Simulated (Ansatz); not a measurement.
BiRh:
```cif
data_Bi2Rh2
_chemical_formula_sum 'Bi2 Rh2'
_space_group_name_H-M_alt 'P63/mmc'
_space_group_IT_number 194
_space_group_name_Hall '-P 6c 2c'
_cell_length_a 4.11227
_cell_length_b 4.11227
_cell_length_c 5.63248
_cell_angle_alpha 90.000
_cell_angle_beta 90.000
_cell_angle_gamma 120.000
loop_
_atom_site_label
_atom_site_type_symbol
_atom_site_symmetry_multiplicity
_atom_site_Wyckoff_symbol
_atom_site_fract_x
_atom_site_fract_y
_atom_site_fract_z
_atom_site_occupancy
Bi1 Bi 2 c 0.33333 0.66667 0.25000 1
Rh1 Rh 2 a 0.00000 0.00000 0.00000 1
```

Relaxed with PBEsol.

Problem. Which orbitals make up the states near the Fermi level in DFT-PBEsol in the program Ansatz with PAW potentials?

Solution. Within 0.5 eV of the Fermi level: Rh 4d 55 %, Bi 6p 33 %, Bi 6s 6 %. Projections are on Löwdin-orthogonalised atomic valence shells; empty p or d shells of many metals are not among them.

Problem. Tabulate the density of states.

Solution. States/eV per cell of 4 atoms, in 0.25 eV bins, energy from the Fermi level.

```
E (eV)  total  Rh 4d  Bi 6p  Rh 5s
------  -----  -----  -----  -----
-7.85    0.00   0.00   0.00   0.00
-7.60    0.00   0.00   0.00   0.00
-7.35    0.00   0.00   0.00   0.00
-7.10    0.00   0.00   0.00   0.00
-6.85    0.00   0.00   0.00   0.00
-6.60    0.00   0.00   0.00   0.00
-6.35    0.00   0.00   0.00   0.00
-6.10    0.00   0.00   0.00   0.00
-5.85    0.42   0.11   0.23   0.07
-5.60    1.54   0.34   0.89   0.26
-5.35    2.07   0.48   1.25   0.26
-5.10    3.77   1.03   2.30   0.31
-4.85    2.67   0.91   1.52   0.16
-4.60    2.52   1.13   1.20   0.11
-4.35    2.99   1.70   1.13   0.10
-4.10    3.85   2.33   1.33   0.12
-3.85    4.03   2.61   1.22   0.12
-3.60    5.66   3.86   1.54   0.17
-3.35    4.65   3.37   1.15   0.05
-3.10    5.52   3.84   1.49   0.06
-2.85    5.50   3.71   1.56   0.08
-2.60    5.04   3.25   1.53   0.08
-2.35    4.55   3.23   1.12   0.06
-2.10    4.04   3.60   0.31   0.03
-1.85    9.94   9.23   0.37   0.19
-1.60    5.83   5.26   0.34   0.11
-1.35    4.40   3.83   0.38   0.08
-1.10    6.99   6.28   0.42   0.11
-0.85    3.14   2.54   0.39   0.08
-0.60    2.36   1.59   0.59   0.06
-0.35    2.30   1.41   0.69   0.05
-0.10    2.43   1.36   0.81   0.07
0.15     2.40   1.27   0.83   0.08
0.40     2.20   1.09   0.80   0.07
0.65     2.10   1.00   0.82   0.06
0.90     2.13   0.96   0.91   0.05
1.15     2.29   0.95   1.06   0.05
1.40     1.79   0.62   0.94   0.04
1.65     1.34   0.41   0.76   0.03
1.90     1.26   0.35   0.72   0.05
2.15     1.83   0.48   1.05   0.10
2.40     1.83   0.45   1.07   0.09
2.65     1.61   0.39   0.95   0.08
2.90     1.75   0.42   1.02   0.11
3.15     1.89   0.41   1.14   0.12
3.40     1.74   0.33   1.09   0.11
3.65     1.43   0.27   0.87   0.13
3.90     1.64   0.30   1.06   0.10
4.15     1.49   0.27   0.99   0.07
4.40     0.91   0.15   0.55   0.10
4.65     0.62   0.07   0.28   0.13
```

Space group P6_3/mmc (NiAs type). The first step of the workflow began from a Materials Project structure, measured or hypothetical; the Crystallography Open Database files this formula in space group No. 194, but the cells were not matched. Its standing as an ambient phase is unchecked. The cell was relaxed with PBEsol under the symmetry of its start; of distortions, only those at the zone centre were tested. The run is not spin-polarised. Scalar-relativistic: spin–orbit coupling is off unless named, which matters more the heavier the elements.

Potentials: the later of the program's two PAW sets.
